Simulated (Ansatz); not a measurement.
VBiO₄ (scheelite type, space group I4_1/a)

```
CELL_PARAMETERS angstrom
     -2.56072     2.56072     5.81064
      2.56072    -2.56072     5.81064
      2.56072     2.56072    -5.81064
ATOMIC_POSITIONS crystal
  Bi 0.75000 0.25000 0.50000
  Bi 0.00000 0.00000 0.00000
  V  0.25000 0.75000 0.50000
  V  0.50000 0.50000 0.00000
  O  0.07979 0.96784 0.39016
  O  0.57768 0.68963 0.60984
  O  0.71784 0.82768 0.38805
  O  0.43963 0.32979 0.61195
  O  0.67021 0.28216 0.10984
  O  0.17232 0.56037 0.89016
  O  0.03216 0.42232 0.11195
  O  0.31037 0.92021 0.88805
```

The slice is a (001) plane (indices of the conventional cell) through the point (0.578, 0.690, 0.610) (fractional), spanned by u = [101] and v = [011] in vectors of this cell: u (5.12 Å) and v (5.12 Å, at 90° to u). It covers one period; positions are fractions (u, v).

All values below come from r2SCAN (plane waves to 500 eV, PAW, scalar-relativistic; Ansatz, a quantum-chemistry and plane-wave program). k mesh 7×7×7. Near the nuclei the fields are pseudised (PAW); where an atom keeps semicore shells as valence, they peak there. Spin-orbit coupling is left out, though Bi is heavy. This is one of several known forms of VBiO4; the measured ambient cells at hand have space group No. 15 or 60. VBiO4 is run without spin polarisation. VBiO4 was relaxed with its symmetry unable to fall.

Question: Predict the map of the electrostatic potential energy of an electron, from the cell's mean on the slice.

Answer: 
```tsv
v \ u	0.00	0.10	0.20	0.30	0.40	0.50	0.60	0.70	0.80	0.90
0.90	x	<1.0	6.8	6.6	8.0	9.1	8.9	8.1	8.4	<1.0
0.80	7.9	4.9	<1.0	<1.0	4.7	7.9	9.7	9.9	10.0	9.7
0.70	7.0	<1.0	<1.0	<1.0	<1.0	6.8	9.4	9.9	9.8	9.5
0.60	6.8	<1.0	<1.0	<1.0	<1.0	6.7	9.3	9.8	9.9	9.4
0.50	7.7	3.9	<1.0	<1.0	3.8	8.0	9.7	10.0	10.0	9.6
0.40	9.0	7.5	5.7	5.9	5.4	x	6.7	9.0	8.7	9.2
0.30	9.1	9.1	8.6	8.3	x	x	x	4.6	4.3	7.0
0.20	8.1	9.5	9.5	9.3	x	x	x	<1.0	<1.0	4.1
0.10	x	<1.0	9.5	9.6	9.3	7.2	3.6	<1.0	<1.0	<1.0
0.00	x	x	8.5	8.9	9.3	9.0	6.4	2.9	3.2	x
```

Values: electrostatic potential energy of an electron, from the cell's mean, in eV. Points within 0.7 Å of a nucleus are blanked (x), as the pseudised field means little there. Values under 1 eV are set to 1. The zero, the cell's mean, hangs on the PAW cores.
